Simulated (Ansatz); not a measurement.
## KMoF$_{3}$ single point

input.yaml (Ansatz 0.2.0)

```yaml
crystal:
  lattice:
    - [-0.376512, 5.844403, 0.0]
    - [2.735611, 2.922201, 4.303416]
    - [2.735611, 2.922201, -4.303416]
  atoms:
    - { symbol: F, position: [0.963, 0.239, 0.239] }
    - { symbol: F, position: [0.037, 0.761, 0.761] }
    - { symbol: F, position: [0.5, 0.2305, 0.7695] }
    - { symbol: F, position: [0.5, 0.7695, 0.2305] }
    - { symbol: F, position: [0.442, 0.278, 0.278] }
    - { symbol: F, position: [0.558, 0.722, 0.722] }
    - { symbol: Mo, position: [0.5, 0.5, 0.5] }
    - { symbol: K, position: [0.0, 0.2516, 0.7484] }
    - { symbol: K, position: [0.0, 0.7484, 0.2516] }
    - { symbol: Mo, position: [0.5, 0.0, 0.0] }
  symmetry: { tolerance: 0.0003 }
kpoints:
  mp_grid: { grid: [6, 5, 5], shift: [0, 0, 0] }
  band_path:
    path:
      - [0.0, 0.0, 0.0]
      - [-0.5, 0.0, 0.0]
      - [-0.5, -0.28490911, 0.28490911]
      - [0.5, 0.28490911, 0.71509089]
      - [0.5, 0.5, 0.5]
      - [0.0, 0.0, 0.0]
      - [0.0, -0.5, 0.5]
      - [0.0, 0.0, 0.5]
      - [0.0, 0.0, 0.0]
      - [0.5, 0.0, 0.5]
    npoints: 6
magnetization:
  spin_polarized: false
scf:
  occupations: { method: fermi_dirac }
  lower_state_search: "off"
  max_iter: 200
hamiltonian:
  pseudopotentials: { kind: paw }
  xc: r2scan
basis:
  ecutwfc: 500
  fft_grid_basis: typed
output:
  forces: true
  stress: true
  eigenvalues: true
  populations: true
  elf: true
  write_potential: true
  volumetric_format: npy
  dos:
    e_range: [-12, 8]
    de: 0.05
    projected: { site_lists: { F: [F], K: [K], Mo: [Mo] } }
checkpoint:
  read: saved_state
```

The saved state is an earlier solution for the same cell, perhaps on another mesh. 

Parts of the output:

```
Pseudopotentials: kind: paw
Pseudopotential: F, paw, valence charge 7, recommended cutoff 500 eV (meta_gga), F.paw.azcp
Pseudopotential: Mo, paw, valence charge 14, recommended cutoff 500 eV (meta_gga), Mo.paw.azcp
Pseudopotential: K, paw, valence charge 9, recommended cutoff 500 eV (meta_gga), K.paw.azcp
Functional definition: r2SCAN
  exchange = r2scan_x(k0 = k0, k1 = k1, a1 = a1)
  correlation = r2scan_c
Crystal: 10 atoms, lattice volume = 147.076 Å³
Basis set: ecut = 500 eV, 3723 PW (Γ), exchange–correlation on 180×180×180 points (64 copies of the dense FFT grid, shifted against one another)
Bands: 54, of which v1, the nominal top of the filled ones, is band 44 counted from 1 (43 counted from 0)
Symmetry: 4 space group operations
Space group: C2/m (ITA 12), of the structure as read, at distance tolerance 1.6e-3 Å
k-points: 48 of 150
Initial density: read from a saved state, or passed on in memory by an earlier SCF of this step, an earlier step, the calling program or the single point that the run made first
Functional: x = r2scan, c = r2scan; τ floored in thin density (d = 2e-4 eV/Å³)
SCF iter   1: F=-17880.5581 eV  Δρ=1.86e-3  dr2=1.42e-3  dr2_τ=1.67e-3
SCF iter   2: F=-17880.5588 eV  Δρ=7.50e-4  dr2=4.07e-4  dr2_τ=5.42e-5
SCF iter   3: F=-17880.5589 eV  Δρ=1.80e-4  dr2=4.05e-5  dr2_τ=7.51e-6
SCF iter   4: F=-17880.5591 eV  Δρ=1.04e-4  dr2=1.54e-5  dr2_τ=9.10e-7
SCF iter   5: F=-17880.5591 eV  Δρ=6.11e-5  dr2=5.40e-6  dr2_τ=2.97e-7
SCF iter   6: F=-17880.5591 eV  Δρ=4.08e-5  dr2=2.21e-6  dr2_τ=1.43e-7
SCF iter   7: F=-17880.5591 eV  Δρ=1.22e-5  dr2=2.46e-7  dr2_τ=8.06e-9
SCF iter   8: F=-17880.5591 eV  Δρ=4.87e-6  dr2=5.56e-8  dr2_τ=1.52e-9
Free energy (F): -17880.5591 eV
Harris-Foulkes:  -17880.5591 eV  (|F-HF|=4.71e-8)
Internal energy: -17880.2828 eV  (E = F + TS)
E sigma→0 (E₀):  -17880.4210 eV
Entropy (-TS):   -0.2763 eV (-27.627 meV/atom)
Fermi energy:    10.5892 eV
--- Per-component energies (eV) ---
  E_band       = -764.3609
  E_kinetic    = 2651.6997
  E_local      = -7279.8784  (includes V_loc(G=0)·N_el)
  E_nonlocal   = 759.8521
  E_hartree    = 2668.2428
  E_xc         = -1098.9163
  E_vxc        = -1576.6587  (∫ρ·V_xc dr)
  E_paw        = -9232.9626  (= ΣΔE_a)
  E_vpaw       = -761.0728  (= ΣTr[D̂ρ^β])
  E_aug_tail   = 0.0062  (compensation charges beyond the density's cutoff)
  E_vtau       = 105.2069  (kinetic-family band-sum trace: ∫τ·v_τ [+ j·A + Jᵃ·Aᵃ] dr)
  E_ewald      = -6347.3033
  E_core_change = -1.0231  (= ΣΔE_core)
  E_smearing   = -0.2763  (= −TS)
--- Forces (eV/Å), atoms counted from 1 ---
  atom   1  F     -1.9231     1.5458     0.0000
  atom   2  F      1.9231    -1.5458     0.0000
  atom   3  F      0.0000     0.0000     2.5805
  atom   4  F      0.0000     0.0000    -2.5805
  atom   5  F      0.3202    -0.0192     0.0000
  atom   6  F     -0.3202     0.0192     0.0000
  atom   7  Mo     0.0000     0.0000     0.0000
  atom   8  K      0.0000     0.0000    -0.0161
  atom   9  K      0.0000     0.0000     0.0161
  atom  10  Mo     0.0000     0.0000     0.0000
--- Stress (GPa, compression-positive) ---
        8.7031       2.8335       0.0000
        2.8335       6.1255       0.0000
        0.0000       0.0000       4.8212
  P = ⅓ Tr σ = 6.5499 GPa (65.499 kbar)
```

Origin: a known structure type with other elements, at an estimated volume, so it need not be a known compound. Caveats: many states at the Fermi level without spin polarisation, so a magnetic state may lie lower; atoms or cell far from equilibrium.
